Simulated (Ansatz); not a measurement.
Input for Ansatz (plane-wave DFT, PAW):

```yaml
crystal:
  lattice:
    - [3.418936, 0.0, 0.0]
    - [0.0, 3.418936, 0.0]
    - [0.0, 0.0, 3.418936]
  atoms:
    - { symbol: Be, position: [0.0, 0.0, 0.0] }
    - { symbol: Ni, position: [0.0, 0.5, 0.5], spin: 2.0 }
    - { symbol: Ni, position: [0.5, 0.0, 0.5], spin: 2.0 }
    - { symbol: Ni, position: [0.5, 0.5, 0.0], spin: 2.0 }
basis:
  ecutwfc: 500
kpoints:
  mp_grid: { grid: [6, 6, 6] }
hamiltonian:
  xc: r2scan
scf:
  occupations: { method: gaussian, width: 0.1 }
  lower_state_search: "off"
output:
  forces: true
  stress: true
  eigenvalues: true
  populations: true
magnetization:
  spin_polarized: true
```

It can be run as
```bash
ansatz run input.yaml --threads 1 --pin off --backend cpu --events-out ev --progress --plain --runs-dir out  # memory cap (--max-ram) not shown
```

Theory: DFT r2SCAN, scalar-relativistic, plane waves, PAW in Ansatz 0.2.0.

Part of what the program printed, abridged:

```
Pseudopotentials: kind: paw
Pseudopotential: Be, paw, valence charge 2, recommended cutoff 500 eV (meta_gga)
Pseudopotential: Ni, paw, valence charge 18, recommended cutoff 500 eV (meta_gga)
Functional definition: r2SCAN
Crystal: 4 atoms, lattice volume = 39.964 Å³
Basis set: ecut = 500 eV, 1021 PW (Γ), exchange–correlation on 100×100×100 points (64 copies of the dense FFT grid, shifted against one another)
Bands: 38, of which v1, the nominal top of the filled ones, is band 28 counted from 1 (27 counted from 0)
Symmetry: 48 space group operations
Space group: Pm-3m (ITA 221), of the structure as read, at distance tolerance 3.4e-5 Å
Magnetic group: BNS 221.92 (UNI 1594), of the structure as read, at distance tolerance 3.4e-5 Å
k-points: 20 of 216
Initial density: superposition of atomic densities (chi_scale 0.1, normalization cell)
Starting moments: Σ|m| = 6 μB on 3 of 4 sites
Initial wavefunctions: pseudopotential atomic-orbital guess
Functional: x = r2scan, c = r2scan; τ floored in thin density (d = 2e-4 eV/Å³)
SCF iter   1: F=-17629.201299 eV  HF=-17628.119931 eV  |F-HF|=1.08e0  |Δ(HF+E_count)|=         —  Δρ=1.28e-1 (↑1.01e-1 ↓1.28e-1) dr2=2.98e-1  dr2_τ=7.22e-2  dr2_m=4.76e0  M=2.596 μB ∫|m|=3.120 μB  β_m=0.53  ethr=5.53e-4  ⟨swp⟩=1.3  Hψ=8370  notcnv=0
Mixer restart at iter 1: flushing history
spin=Collinear: Kerker preconditioning applied to the charge; magnetization (m = ρ↑ − ρ↓) channel mixes plain (no charge-response kernel on spin).
spin-set hold released at iteration 1 (the charge has settled, or the pull on large starting moments outlasts its swing): the magnetisation degrees of freedom join the quasi-Newton model from the next iteration; the mixer history was flushed
SCF iter   2: F=-17629.474209 eV  HF=-17628.749885 eV  |F-HF|=7.24e-1  |Δ(HF+E_count)|=   6.30e-1  Δρ=9.05e-2 (↑6.29e-2 ↓9.05e-2) dr2=3.29e-1  dr2_τ=9.64e-3  dr2_m=2.12e0  M=2.033 μB ∫|m|=2.751 μB  β_m=1.20  ethr=5.33e-4  ⟨swp⟩=2.6  Hψ=3272  notcnv=0  κ⁻¹=1.0e0(r=1)
SCF iter   3: F=-17629.695331 eV  HF=-17628.536642 eV  |F-HF|=1.16e0  |Δ(HF+E_count)|=   2.13e-1  Δρ=2.51e-2 (↑1.91e-2 ↓2.51e-2) dr2=4.11e-2  dr2_τ=2.36e-3  dr2_m=1.64e-1  M=1.604 μB ∫|m|=2.378 μB  β_m=1.20  ethr=5.33e-4  ⟨swp⟩=3.1  Hψ=3509  notcnv=0  defer=53  κ⁻¹=2.3e-2(r=2)
SCF iter   4: F=-17629.723102 eV  HF=-17629.279004 eV  |F-HF|=4.44e-1  |Δ(HF+E_count)|=   7.42e-1  Δρ=1.31e-2 (↑5.29e-3 ↓1.31e-2) dr2=8.14e-2  dr2_τ=2.12e-4  dr2_m=1.82e-2  M=1.611 μB ∫|m|=2.329 μB  β_m=1.20  ethr=7.34e-5  ⟨swp⟩=2.1  Hψ=3227  notcnv=0  defer=131  κ⁻¹=1.6e-3(r=3)
SCF iter   5: F=-17629.766932 eV  HF=-17629.697478 eV  |F-HF|=6.95e-2  |Δ(HF+E_count)|=   4.18e-1  Δρ=1.42e-2 (↑7.39e-3 ↓1.42e-2) dr2=4.10e-2  dr2_τ=2.01e-4  dr2_m=3.90e-2  M=1.556 μB ∫|m|=2.134 μB  β_m=1.20  ethr=7.34e-5  ⟨swp⟩=2.0  Hψ=2903  notcnv=0  defer=131  κ⁻¹=8.5e-4(r=4)
SCF iter   6: F=-17629.801934 eV  HF=-17629.776088 eV  |F-HF|=2.58e-2  |Δ(HF+E_count)|=   7.86e-2  Δρ=6.22e-3 (↑6.22e-3 ↓2.93e-3) dr2=1.05e-2  dr2_τ=6.25e-5  dr2_m=2.51e-3  M=1.355 μB ∫|m|=1.723 μB  β_m=1.20  ethr=7.32e-5  ⟨swp⟩=2.1  Hψ=3171  notcnv=0  defer=120  κ⁻¹=5.4e-5(r=5)
SCF iter   7: F=-17629.803876 eV  HF=-17629.791921 eV  |F-HF|=1.20e-2  |Δ(HF+E_count)|=   1.58e-2  Δρ=4.29e-3 (↑4.29e-3 ↓2.81e-3) dr2=7.01e-3  dr2_τ=3.96e-5  dr2_m=5.95e-4  M=1.362 μB ∫|m|=1.746 μB  β_m=1.20  ethr=1.87e-5  ⟨swp⟩=1.7  Hψ=1790  notcnv=0  defer=120  κ⁻¹=1.5e-5(r=6)
SCF iter   8: F=-17629.805928 eV  HF=-17629.805281 eV  |F-HF|=6.47e-4  |Δ(HF+E_count)|=   1.34e-2  Δρ=1.91e-3 (↑7.97e-4 ↓1.91e-3) dr2=1.27e-3  dr2_τ=1.08e-5  dr2_m=1.95e-4  M=1.369 μB ∫|m|=1.761 μB  β_m=1.20  ethr=1.25e-5  ⟨swp⟩=2.0  Hψ=2856  notcnv=0  defer=120  κ⁻¹=2.1e-6(r=7)
SCF iter   9: F=-17629.806088 eV  HF=-17629.805169 eV  |F-HF|=9.18e-4  |Δ(HF+E_count)|=   1.11e-4  Δρ=1.18e-3 (↑1.18e-3 ↓5.72e-4) dr2=2.20e-4  dr2_τ=2.83e-6  dr2_m=2.45e-4  M=1.376 μB ∫|m|=1.775 μB  β_m=1.20  ethr=2.26e-6  ⟨swp⟩=2.1  Hψ=2634  notcnv=0  defer=123  κ⁻¹=1.4e-6(r=8)
SCF iter  10: F=-17629.806157 eV  HF=-17629.805583 eV  |F-HF|=5.74e-4  |Δ(HF+E_count)|=   4.14e-4  Δρ=2.78e-4 (↑2.57e-4 ↓2.78e-4) dr2=8.09e-5  dr2_τ=4.15e-7  dr2_m=5.69e-7  M=1.373 μB ∫|m|=1.771 μB  β_m=1.20  ethr=3.94e-7  ⟨swp⟩=2.2  Hψ=2374  notcnv=0  defer=123  κ⁻¹=1.4e-6(r=8)
SCF iter  11: F=-17629.806261 eV  HF=-17629.806196 eV  |F-HF|=6.48e-5  |Δ(HF+E_count)|=   6.13e-4  Δρ=3.00e-4 (↑3.00e-4 ↓2.34e-4) dr2=5.37e-5  dr2_τ=9.46e-8  dr2_m=7.59e-7  M=1.376 μB ∫|m|=1.779 μB  β_m=1.20  ethr=1.44e-7  ⟨swp⟩=2.1  Hψ=2639  notcnv=0  defer=123  κ⁻¹=1.3e-5(r=8)
SCF iter  12: F=-17629.806267 eV  HF=-17629.806148 eV  |F-HF|=1.19e-4  |Δ(HF+E_count)|=   4.81e-5  Δρ=1.71e-4 (↑1.71e-4 ↓6.77e-5) dr2=7.30e-6  dr2_τ=3.94e-8  dr2_m=1.70e-6  M=1.375 μB ∫|m|=1.776 μB  β_m=1.20  ethr=9.58e-8  ⟨swp⟩=2.1  Hψ=2373  notcnv=0  defer=123  κ⁻¹=3.6e-6(r=8)
SCF iter  13: F=-17629.806279 eV  HF=-17629.806265 eV  |F-HF|=1.41e-5  |Δ(HF+E_count)|=   1.17e-4  Δρ=1.01e-4 (↑1.01e-4 ↓2.87e-5) dr2=3.92e-6  dr2_τ=1.32e-8  dr2_m=5.18e-7  M=1.377 μB ∫|m|=1.781 μB  β_m=1.20  ethr=1.30e-8  ⟨swp⟩=2.2  Hψ=2635  notcnv=0  defer=123  κ⁻¹=1.0e-6(r=8)
SCF iter  14: F=-17629.806282 eV  HF=-17629.806275 eV  |F-HF|=7.09e-6  |Δ(HF+E_count)|=   1.01e-5  Δρ=3.54e-5 (↑1.30e-5 ↓3.54e-5) dr2=2.74e-7  dr2_τ=1.30e-9  dr2_m=1.15e-7  M=1.377 μB ∫|m|=1.783 μB  β_m=1.20  ethr=7.00e-9  ⟨swp⟩=2.0  Hψ=1974  notcnv=0  defer=123  κ⁻¹=7.2e-6(r=8)
SCF iter  15: F=-17629.806283 eV  HF=-17629.806281 eV  |F-HF|=2.28e-6  |Δ(HF+E_count)|=   5.37e-6  Δρ=1.42e-5 (↑1.35e-5 ↓1.42e-5) dr2=4.39e-8  dr2_τ=3.51e-10  dr2_m=5.28e-8  M=1.378 μB ∫|m|=1.784 μB  β_m=1.20  ethr=1.79e-10  ⟨swp⟩=10.3  Hψ=8137  notcnv=0  κ⁻¹=2.7e-6(r=8)
SCF iter  16: F=-17629.806283 eV  HF=-17629.806283 eV  |F-HF|=1.85e-7  |Δ(HF+E_count)|=   2.40e-6  Δρ=7.34e-6 (↑7.34e-6 ↓7.17e-6) dr2=2.05e-8  dr2_τ=2.87e-10  dr2_m=3.74e-9  M=1.378 μB ∫|m|=1.785 μB  β_m=1.20  ethr=7.84e-11  ⟨swp⟩=5.5  Hψ=6260  notcnv=0  κ⁻¹=1.6e-6(r=8)
SCF iter  17: F=-17629.806283 eV  HF=-17629.806283 eV  |F-HF|=4.71e-8  |Δ(HF+E_count)|=   1.68e-7  Δρ=6.70e-6 (↑6.70e-6 ↓5.76e-6) dr2=2.94e-8  dr2_τ=7.56e-11  dr2_m=4.54e-10  M=1.378 μB ∫|m|=1.786 μB  ethr=3.67e-11  ⟨swp⟩=5.3  Hψ=5971  notcnv=0
SCF 1 converged in 17 iterations: F = -17629.806283 eV  dr2 = 2.94e-8
this state was not tested for a lower state beside it, because the mixer in use, unlike msr1, does not test its closes by its own steps (another_mixer; see scf.mixing.algorithm and scf.lower_state_search)
SCF converged after 17 iterations
Magnetization: 1.3783 μB (28.6892 up, 27.3108 down)
Absolute magnetization: 1.7873 μB (∫|ρ↑−ρ↓|, with the PAW one-centre terms)
Spin contamination: 0.0406 ħ² per cell (⟨S²⟩ above its minimum at these occupations)
Per-site moments (μB) at R_I (Å): [(-0.04072934, 0.99724054), (0.51958256, 0.99724054), (0.51958256, 0.99724054), (0.51958256, 0.99724054)]
Free energy (F): -17629.806283 eV
Harris-Foulkes:  -17629.806283 eV  (|F-HF|=4.71e-8)
Internal energy: -17629.795200 eV  (E = F + TS)
E sigma→0 (E₀):  -17629.800742 eV
Entropy (-TS):   -0.011083 eV (-2.771 meV/atom)
Fermi energy:    16.174230 eV
--- Per-component energies (eV) ---
  E_band       = -1001.507201
  E_kinetic    = 868.390517
  E_local      = -11618.533110  (includes V_loc(G=0)·N_el)
  E_nonlocal   = 1924.588941
  E_hartree    = 4927.536540
  E_xc         = -255.818655
  E_vxc        = -374.898842  (∫ρ·V_xc dr)
  E_paw        = -4993.778376  (= ΣΔE_a)
  E_vpaw       = -1683.695348  (= ΣTr[D̂ρ^β])
  E_aug_tail   = 0.000728  (compensation charges beyond the density's cutoff)
  E_vtau       = 27.543621  (kinetic-family band-sum trace: ∫τ·v_τ [+ j·A + Jᵃ·Aᵃ] dr)
  E_ewald      = -8481.269552
  E_core_change = -0.912233  (= ΣΔE_core)
  E_smearing   = -0.011083  (= −TS)
--- Forces (eV/Å), atoms counted from 1 ---
  atom   1  Be     0.00000000     0.00000000     0.00000000
  atom   2  Ni     0.00000000     0.00000000     0.00000000
  atom   3  Ni     0.00000000     0.00000000     0.00000000
  atom   4  Ni     0.00000000     0.00000000     0.00000000
--- Stress (GPa, compression-positive) ---
       -3.684580       0.000000       0.000000
        0.000000      -3.684580       0.000000
        0.000000       0.000000      -3.684580
  P = ⅓ Tr σ = -3.6846 GPa (-36.846 kbar)
--- Band table (eV; the first three rows and the last of 40) ---
  k-point 0 ↑: bands = ["-91.1009", "-91.0507", "-91.0507", "-50.1049", "-50.1049", "-50.1049", "-49.9371", "-49.9371", "-49.9371", "-49.8922", "-49.8922", "-49.8922", "6.2259", "10.9444", "12.1603", "12.1603", "12.1603", "12.1851", "12.1851", "14.5688", "14.5688", "14.5688", "15.3553", "15.3553", "15.7058", "15.8095", "15.8095", "15.8095", "17.4984", "17.4984", "17.4984", "25.1433", "25.1433", "25.3099", "28.7968", "28.7968", "28.7968", "33.2771"]
  k-point 1 ↑: bands = ["-91.0979", "-91.0536", "-91.0507", "-50.0978", "-50.0978", "-50.0925", "-49.9394", "-49.9394", "-49.9377", "-49.9060", "-49.8970", "-49.8970", "6.5969", "11.0852", "12.0066", "12.2291", "12.2468", "12.2468", "12.4041", "14.3332", "14.3332", "14.4913", "15.1546", "15.3063", "15.3063", "15.3574", "15.5710", "15.8098", "16.3162", "18.5011", "18.5011", "25.1542", "25.3007", "26.6606", "28.0387", "28.0387", "28.8402", "31.9865"]
  k-point 2 ↑: bands = ["-91.0903", "-91.0612", "-91.0506", "-50.0817", "-50.0817", "-50.0599", "-49.9469", "-49.9469", "-49.9416", "-49.9389", "-49.9056", "-49.9056", "7.6662", "10.8634", "11.7193", "12.3832", "12.4716", "12.4716", "12.9457", "13.8394", "13.8394", "14.3195", "14.5214", "14.7904", "14.7904", "14.9695", "15.1542", "15.4080", "15.8104", "20.3932", "20.3932", "25.1845", "25.3896", "25.7040", "25.7040", "26.9707", "30.1527", "31.8403"]
  k-point 19 ↓: bands = ["-90.1945", "-90.1945", "-90.1945", "-49.2713", "-49.2351", "-49.2351", "-49.2351", "-49.0524", "-49.0524", "-49.0524", "-48.9962", "-48.9962", "10.8055", "12.2261", "12.2261", "12.2261", "14.3262", "14.3262", "14.3262", "14.3785", "14.3785", "14.3785", "14.9273", "14.9273", "14.9273", "15.4673", "15.4673", "15.7737", "16.6931", "16.6931", "16.6931", "21.4914", "22.2357", "22.2357", "22.2357", "35.2198", "35.2198", "35.2198"]
--- Löwdin populations: 4 sites ---
  site symbol q [e]    m [muB]
     0     Be      0.9901     0.0115
     1     Ni     17.9411     0.5014
     2     Ni     17.9411     0.5014
     3     Ni     17.9411     0.5014
  spilling = 0.021188 (of n_electrons = 56.000000)
```

The run converged.

The state reached may not be the lowest one. The k mesh is coarse.